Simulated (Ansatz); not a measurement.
SiC₂N₄: checking a database structure before trusting its electric field gradients

The cell is a structure deposited in the COD, atoms as given.

Space group Pn-3m:1 (No. 224); a = 6.1885 Å.

| site | Wyckoff | site symmetry | x | y | z |
| --- | --- | --- | --- | --- | --- |
| Si | 2a | -43m | 0.0000 | 0.0000 | 0.0000 |
| C | 4c | .-3m | 0.7500 | 0.7500 | 0.7500 |
| N | 8e | .3m | 0.8530 | 0.8530 | 0.8530 |

One atom of each set is listed.

The numbers come from a DFT calculation in Ansatz (PBE, plane waves and PAW (field gradients read without the response of the frozen cores, which leaves them typically 4 to 6 % off), scalar-relativistic, 420 eV cutoff, Γ-centred 5×5×5 k-points, Fermi–Dirac smearing 0.02 eV).

Q: Do the atoms and the cell lie near the calculated equilibrium?

A: No. The largest force is 9.0 eV/Å, on atom 7 (N: 1 C at 1.10 Å, 1 Si at 1.58 Å, angle 180°), and the pressure is 43.2 GPa. Such values can come from a cell under pressure, imprecise or misplaced coordinates, missing atoms or a wrong setting of the space group; the run alone doesn't tell which, and gradients calculated on this entry can't be taken for those of the compound at ambient conditions.
